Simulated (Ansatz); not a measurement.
Ba₂CaMoO₆:
```
Ba2CaMoO6
1.0
    0.00000     4.19528     4.19528
    4.19528     0.00000     4.19528
    4.19528     4.19528     0.00000
Ba Ca Mo O
2 1 1 6
Cartesian
  6.29293   6.29293   6.29293
  2.09764   2.09764   2.09764
  0.00000   0.00000   0.00000
  4.19528   4.19528   4.19528
  4.19528   4.19528   6.11508
  4.19528   4.19528   2.27549
  6.11508   4.19528   4.19528
  2.27549   4.19528   4.19528
  4.19528   6.11508   4.19528
  4.19528   2.27549   4.19528
```

Relaxed with r²SCAN. Special points in fractions of this cell's reciprocal vectors: Γ (0.000, 0.000, 0.000); X (0.500, 0.000, 0.500); U (0.625, 0.250, 0.625); K (0.375, 0.375, 0.750); L (0.500, 0.500, 0.500); W (0.500, 0.250, 0.750).

**Question.** List the band energies nearest the valence-band maximum at these points for the program Ansatz at the r²SCAN with spin–orbit coupling level (PAW).

**Answer.** In eV from the valence-band maximum; about four levels below and three above (degenerate sets whole), none deeper than 8.9 eV; points with the same levels are listed once.

```json
[
 {"k": "Γ", "below": "0.00 0.00 0.00 0.00", "above": "2.84 2.84 2.84 2.84"},
 {"k": "X", "below": "-0.53 -0.53 -0.05 -0.05", "above": "2.50 2.50 3.53 3.53"},
 {"k": "U", "below": "-0.73 -0.73 -0.18 -0.18", "above": "2.81 2.81 3.39 3.39"},
 {"k": "L", "below": "-0.44 -0.44 -0.32 -0.32", "above": "3.12 3.12 3.21 3.21"},
 {"k": "W", "below": "-0.37 -0.37 -0.36 -0.36", "above": "3.03 3.03 3.11 3.11"}
]
```

Space group Fm-3m. The workflow started from a Materials Project entry (that database holds measured and hypothetical structures alike); the Crystallography Open Database files this formula in space group No. 225, but the cells were not matched. Its standing as an ambient phase is unchecked. The cell was relaxed with r²SCAN under the symmetry of its start; whether a distortion lowers the energy is not shown. The run is not spin-polarised. No Hubbard U is applied.

Potentials: the later of the program's two PAW sets.
